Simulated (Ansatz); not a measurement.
Polymorphs of HfO$_{2}$, each relaxed with DFT-LDA in the program Ansatz with PAW potentials:

A: P4_2/nmc
a = 3.5371 Å, b = 3.5371 Å, c = 5.1023 Å, α = 90.00°, β = 90.00°, γ = 90.00°

```
atom  site  symmetry       x       y       z
----  ----  --------  ------  ------  ------
Hf      2a      -4m2  0.0000  0.0000  0.0000
O       4d      2mm.  0.0000  0.5000  0.2037
```

B: Pnma
a = 5.4856 Å, b = 3.2559 Å, c = 6.3969 Å, α = 90.00°, β = 90.00°, γ = 90.00°

| atom | site | symmetry | x | y | z |
|---|---|---|---|---|---|
| Hf | 4c | .m. | 0.2543 | 0.2500 | 0.3867 |
| O | 4c | .m. | 0.0250 | 0.2500 | 0.6615 |
| O | 4c | .m. | 0.1407 | 0.2500 | 0.0734 |

Problem. Rank these by energy per atom at 0 K (lowest first), as LDA gives it.

Solution. A (+0 meV/atom), B (+27 meV/atom)

Problem. Give each one's gap.

Solution. A 4.48 eV; B 3.24 eV.

Not the usual ambient phase: A; B. All cells were relaxed under the symmetry of their starts (and spin orders); stability against distortions was not tested throughout. Rows with no word on spin ran without spin polarisation. Scalar-relativistic: spin–orbit coupling is off unless named, which matters more the heavier the elements.

Energies hold the estimated change up to a 700 eV cutoff; steps of a few meV lie near the error of the meshes.

Potentials: the later of the program's two PAW sets.
